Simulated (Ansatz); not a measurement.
## Is this GeCl3 structure stable?

The structure comes from a generated guess, relaxed at this level; another structure or a mixture of phases may lie lower.

All numbers below come from Ansatz 0.2.0, DFT PBE, scalar-relativistic, plane waves, PAW. The final run on the 4-atom cell used 420 eV, a Γ-centred 10×10×10 mesh, 0.10 eV smearing and no spin polarisation.

```cif
data_structure
_symmetry_space_group_name_H-M 'Pm-3m'
_symmetry_Int_Tables_number 221
_cell_length_a 4.9122
_cell_length_b 4.9122
_cell_length_c 4.9122
_cell_angle_alpha 90.000
_cell_angle_beta 90.000
_cell_angle_gamma 90.000
_cell_volume 118.53
loop_
_atom_site_label
_atom_site_type_symbol
_atom_site_symmetry_multiplicity
_atom_site_Wyckoff_symbol
_atom_site_fract_x
_atom_site_fract_y
_atom_site_fract_z
_atom_site_occupancy
Ge1 Ge 1 b 0.50000 0.50000 0.50000 1
Cl1 Cl 3 c 0.00000 0.50000 0.50000 1
```

Energies over the elements count from the elements' standard structures at the same level (Cl₂ as a molecule), with no fitted energy shifts.

Question: These tests were run: energy against the elements; phonons on a 2×2×2 q mesh. What do they show?

Answer:

```
                       test                             result
energy against the elements                      −0.63 eV/atom
  phonons on a 2×2×2 q mesh  imaginary modes down to 165i cm⁻¹
```

It fails one test: phonons on a 2×2×2 q mesh. So it isn't even a local minimum.

An odd number of electrons in the primitive cell allows no gap without spin; a larger cell or a magnetic state could open one. The run for the phonons used a 10×10×10 k mesh and Fermi–Dirac smearing of 0.15 eV.
